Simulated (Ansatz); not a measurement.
Relaxed Na (bcc, W type):

```yaml
crystal:
  lattice:
    - [-4.19680, 4.19680, 4.19680]
    - [0.00000, 0.00000, 4.19680]
    - [0.00000, 4.19680, 0.00000]
  atoms:
    - { symbol: Na, position: [0.00000, 0.00000, 0.00000] }
    - { symbol: Na, position: [0.50000, 0.00000, 0.00000] }
```

A phonon eigenvector at H = (0.5, 0.5, 0.5) is frozen into this cell: atom i moves by Q times the vector below, so Q is the largest atomic displacement, in Å. The cell is held. It is one choice among 3 degenerate patterns. (q is in reciprocal vectors of the primitive cell; the cell shown is doubled to hold the pattern.)

```csv
atom,x,y,z
Na1,0.000,0.000,-1.000
Na2,0.000,0.000,1.000
```

All values below come from PBE (plane waves to 420 eV, PAW, scalar-relativistic; Ansatz, a quantum-chemistry and plane-wave program). k mesh 16×16×16 (Γ-centred), Fermi-Dirac smearing 0.05 eV. E stands for the smeared free energy. With partly filled bands, energies and forces of such displacements shift with the k mesh and the smearing. Na was relaxed with its symmetry unable to fall. The PAW data are Ansatz's earlier set. ΔE is measured from the undisplaced structure. The last digit holds for this mesh only.

```
Q (Å)    ΔE (meV/cell)
-------  -------------
-0.1000          12.88
-0.0833           8.96
-0.0667       withheld
-0.0500           3.23
-0.0333           1.44
-0.0167           0.36
0.0000            0.00
0.0167            0.36
0.0333            1.44
0.0500            3.23
0.0667        withheld
0.0833            8.96
0.1000           12.88
```

Fit an even polynomial form (powers 2, 4) to the given rows and predict ΔE at Q = 0.0667.

Least squares on the 11 given rows: ΔE = (1296)·Q² + (-833.0)·Q⁴, in meV/cell with Q in Å; root-mean-square residual 0.004 meV/cell. At 0.0667 the fit gives 5.75 meV/cell; the calculation gives 5.74 meV/cell, so the interpolation is off by 0.01 (+0.2 %). The quadratic term alone would give 5.77 meV/cell.

(For displaced atoms, the force is minus the slope of the energy, and its curvature is a force constant, which sets phonon frequencies.)
